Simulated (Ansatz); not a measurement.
BaTl2:
```
CELL_PARAMETERS angstrom
      5.29438     0.00000     0.00000
     -2.64719     4.58506     0.00000
      0.00000     0.00000     8.54923
ATOMIC_POSITIONS crystal
  Ba 0.00000 0.00000 0.25000
  Ba 0.00000 0.00000 0.75000
  Tl 0.33333 0.66667 0.45428
  Tl 0.66667 0.33333 0.54572
  Tl 0.66667 0.33333 0.95428
  Tl 0.33333 0.66667 0.04572
```

Relaxed with r²SCAN. Special points in fractions of this cell's reciprocal vectors: Γ (0.000, 0.000, 0.000); M (0.500, 0.000, 0.000); K (0.333, 0.333, 0.000); A (0.000, 0.000, 0.500); L (0.500, 0.000, 0.500); H (0.333, 0.333, 0.500).

### Question
List the band energies nearest the Fermi level at these points for plane-wave PAW r²SCAN (Ansatz code).

### Answer
In eV from the Fermi level; about four levels below and three above (degenerate sets whole), none deeper than 8.9 eV; points with the same levels are listed once.

```csv
k,below,above
Γ,-2.51 -1.22 -1.07 -1.07,0.28 0.61 0.61
M,-1.62 -1.47 -1.28 -0.87,0.30 0.76 2.45
K,-2.58 -1.07 -1.07 -0.85,1.45 1.45 1.83
A,-0.49 -0.49 -0.49 -0.49 -0.38 -0.38,1.57 1.57 1.57 1.57
L,-1.18 -1.18 -0.82 -0.82,0.67 0.67 1.18 1.18
H,-1.82 -1.82 -0.80 -0.80,0.93 0.93 2.49 2.49
```

Space group P6_3/mmc. The workflow started from a Materials Project entry (that database holds measured and hypothetical structures alike); the Crystallography Open Database copy checked does not list it. Its standing as an ambient phase is unchecked. The cell was relaxed with r²SCAN under the symmetry of its start; whether a distortion lowers the energy is not shown. Scalar-relativistic: spin–orbit coupling is off unless named, which matters more the heavier the elements.

Potentials: the later of the program's two PAW sets.
